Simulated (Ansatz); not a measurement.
Input file for Ansatz (a quantum-chemistry and plane-wave program):

Ansatz 0.2 input:
```yaml
crystal:
  lattice:
    - [0.0, 3.308983395, -2.5708098873]
    - [0.0, 3.308983395, 2.5708098873]
    - [14.5640935369, 0.0, 0.0]
  atoms:
    - { symbol: Br, position: [0.0653720724, 0.0597863024, 0.167656659] }
    - { symbol: Br, position: [0.9402136976, 0.9346279276, 0.832343341] }
    - { symbol: Br, position: [0.5653720724, 0.5597863024, 0.332343341] }
    - { symbol: Br, position: [0.4402136976, 0.4346279276, 0.667656659] }
    - { symbol: Se, position: [0.8133638474, 0.4441496175, 0.0506781745] }
    - { symbol: Se, position: [0.5558503825, 0.1866361526, 0.9493218255] }
    - { symbol: Se, position: [0.3133638474, 0.9441496175, 0.4493218255] }
    - { symbol: Se, position: [0.0558503825, 0.6866361526, 0.5506781745] }
kpoints:
  mp_grid: { grid: [7, 7, 2] }
hamiltonian:
  xc: r2scan
  dispersion: d4
  pseudopotentials: { kind: paw }
scf:
  occupations: { method: fixed }
checkpoint: { read: static.run }
output: { write_density: true, elf: true, volumetric_format: npy }
basis: { fft_grid_basis: typed }
```

Output (shortened):

```
Pseudopotentials: kind: paw
Pseudopotential: Br, paw, valence charge 7
Pseudopotential: Se, paw, valence charge 16
Functional definition: r2SCAN
Crystal: 8 atoms, lattice volume = 247.787 Å³
Basis set: ecut = 500 eV, 6341 PW (Γ), exchange–correlation on 128×128×432 points (64 copies of the dense FFT grid, shifted against one another)
Bands: 56, of which v1, the nominal top of the filled ones, is band 46 counted from 1 (45 counted from 0)
Symmetry: 4 space group operations
Space group: Aea2 (ITA 41), of the structure as read, at distance tolerance 6.3e-5 Å
k-points: 32 of 98 (time reversal used)
PAW frozen core: Br, regenerated for the run's functional
PAW frozen core: Se, regenerated for the run's functional
Initial density: read from a saved state, or passed on in memory by an earlier SCF of this step, an earlier step, the calling program or the single point that …
Stability of the state it starts from, as read at its close in the unpolarized treatment …
Initial wavefunctions: pseudopotential atomic-orbital guess
Eigensolver: davidson
Functional: x = r2scan, c = r2scan; τ floored in thin density (d = 2e-4 eV/Å³)
iter 1 solved again at ethr=1.50e-7 eV; its pass at ethr=3.10e-3 eV (dr2=1.38e-4 eV) is discarded
SCF iter   1: F=—  HF=-33085.585538 eV  |F-HF|=—  |Δ(HF+E_count)|=         —  Δρ=6.29e-7  dr2=1.02e-9  dr2_τ=3.29e-11  ethr=1.50e-7  ⟨swp⟩=4.4  Hψ=10971  notcnv=0  defer=256
all-band conjugate gradients solve this SCF's bands
preconditioner: auto → Resta (q_TF=auto, 2.313 Å⁻¹)
SCF iter   2: F=—  HF=-33085.585677 eV  |F-HF|=—  |Δ(HF+E_count)|=   1.39e-4  Δρ=3.39e-7  dr2=5.33e-10  dr2_τ=2.76e-11  ethr=1.11e-12  ⟨swp⟩=14.5  Hψ=9943  notcnv=0
SCF iter   3: F=-33085.585677 eV  HF=-33085.585677 eV  |F-HF|=1.09e-10  |Δ(HF+E_count)|=  1.46e-10  Δρ=2.04e-7  dr2=1.46e-10  dr2_τ=5.35e-12  ethr=1.00e-12  ⟨swp⟩=1.2  Hψ=3676  notcnv=0
SCF 1 converged in 3 iterations: F = -33085.585677 eV  dr2 = 1.46e-10
SCF converged after 3 iterations
Free energy (F): -33085.585677 eV
Harris-Foulkes:  -33085.585677 eV  (|F-HF|=1.09e-10)
Internal energy: -33085.585677 eV  (E = F + TS)
E sigma→0 (E₀):  -33085.585677 eV
Fermi energy:    3.368084 eV
--- Per-component energies (eV) ---
  E_band       = -1951.633427
  E_kinetic    = 997.824790
  E_local      = -13979.439956  (includes V_loc(G=0)·N_el)
  E_nonlocal   = -2093.586920
  E_hartree    = 6587.463489
  E_xc         = -1387.186204
  E_vxc        = -870.425448  (∫ρ·V_xc dr)
  E_paw        = -16786.546260  (= ΣΔE_a)
  E_vpaw       = 774.711241  (= ΣTr[D̂ρ^β])
  E_aug_tail   = -0.000828  (compensation charges beyond the density's cutoff)
  E_vtau       = 44.357626  (kinetic-family band-sum trace: ∫τ·v_τ [+ j·A + Jᵃ·Aᵃ] dr)
  E_ewald      = -6415.583887
  E_disp       = -0.838046  (pairwise vdW)
  E_core_change = -7.691856  (= ΣΔE_core)
  E_smearing   =  0.000000  (= −TS)
  E_closure    = 0.000000  (closes the sum)
  Σ components = -33085.585677   (vs F -33085.585677, Δ=0.00e0)
  [band-id]    e_kinetic+e_local+e_nonlocal+2·e_hartree+e_vxc+e_vpaw+e_augmentation_tail+e_vtau = -1951.632515   (vs E_band -1951.633427, Δ=9.12e-4)
--- Band table (eV; the first three rows and the last of 32) ---
  k-point 0: bands = ["-45.6125", "-45.6125", "-45.5608", "-45.5608", "-45.5585", "-45.5585", "-45.5196", "-45.5196", "-45.3575", "-45.3575", "-45.3518", "-45.3518", "-45.2728", "-45.2728", "-45.2696", "-45.2696", "-45.2470", "-45.2470", "-45.2101", "-45.2101", "-12.8639", "-12.7352", "-12.0404", "-11.7260", "-10.4813", "-10.2156", "-7.2603", "-7.1677", "-1.3321", "-1.2208", "-0.5237", "-0.2883", "0.2088", "0.2692", "1.0885", "1.2332", "1.4240", "1.4532", "1.6711", "1.7269", "1.9303", "2.0899", "2.5299", "2.6760", "3.0112", "3.0644", "4.9983", "5.0925", "5.3666", "5.5184", "6.7011", "6.7621", "10.0295", "10.7647", "11.0968", "11.6469"]
  k-point 1: bands = ["-45.6125", "-45.6125", "-45.5608", "-45.5608", "-45.5585", "-45.5585", "-45.5196", "-45.5196", "-45.3575", "-45.3575", "-45.3518", "-45.3518", "-45.2728", "-45.2728", "-45.2696", "-45.2696", "-45.2470", "-45.2470", "-45.2101", "-45.2101", "-12.8076", "-12.8076", "-11.8843", "-11.8843", "-10.3402", "-10.3402", "-7.2131", "-7.2131", "-1.2799", "-1.2799", "-0.4147", "-0.4147", "0.2531", "0.2531", "1.1376", "1.1376", "1.4598", "1.4598", "1.7078", "1.7078", "2.0220", "2.0220", "2.5383", "2.5383", "3.0834", "3.0834", "5.0468", "5.0468", "5.4408", "5.4408", "6.7252", "6.7252", "10.3802", "10.3802", "11.3337", "11.3337"]
  k-point 2: bands = ["-45.6125", "-45.6125", "-45.5608", "-45.5608", "-45.5585", "-45.5585", "-45.5195", "-45.5195", "-45.3575", "-45.3575", "-45.3517", "-45.3517", "-45.2728", "-45.2728", "-45.2696", "-45.2696", "-45.2472", "-45.2472", "-45.2100", "-45.2100", "-12.8062", "-12.6862", "-12.0016", "-11.7152", "-10.4677", "-10.2334", "-7.3344", "-7.2588", "-1.4202", "-1.3196", "-0.6471", "-0.4743", "-0.0824", "0.1013", "1.0941", "1.1759", "1.2612", "1.3605", "1.8041", "1.8282", "1.9385", "2.0654", "2.6031", "2.7667", "3.0852", "3.1125", "5.1334", "5.2024", "5.5296", "5.5445", "6.8714", "6.9037", "10.3555", "10.7907", "11.2598", "11.4336"]
  k-point 31: bands = ["-45.6124", "-45.6124", "-45.5606", "-45.5606", "-45.5585", "-45.5585", "-45.5193", "-45.5193", "-45.3579", "-45.3579", "-45.3514", "-45.3514", "-45.2727", "-45.2727", "-45.2698", "-45.2698", "-45.2484", "-45.2484", "-45.2090", "-45.2090", "-12.3026", "-12.3026", "-11.6821", "-11.6821", "-10.2561", "-10.2561", "-7.9053", "-7.9053", "-2.0230", "-2.0230", "-1.2293", "-1.2293", "-0.8777", "-0.8777", "0.5984", "0.5984", "0.9715", "0.9715", "1.4000", "1.4000", "1.9055", "1.9055", "2.4443", "2.4443", "2.8372", "2.8372", "5.8938", "5.8938", "6.2405", "6.2405", "7.8253", "7.8253", "10.6081", "10.6081", "12.0206", "12.0206"]
  band table: 56 of 56 bands, residual norms ≤ 1.0e-3 eV
```

Cost: about 80 core-seconds (a rough figure) on shared cores.

The workflow started from an entry of the Crystallography Open Database (COD), which files this formula under 2 space groups. Whether it is the stable phase at ambient conditions was not checked. Symmetry was held in the r²SCAN+D4 relaxation; its stability against distortions is not shown here. Scalar-relativistic: spin–orbit coupling is off unless named, which matters more the heavier the elements.

Potentials: the later of the program's two PAW sets.

Ansatz is a plane-wave DFT program.
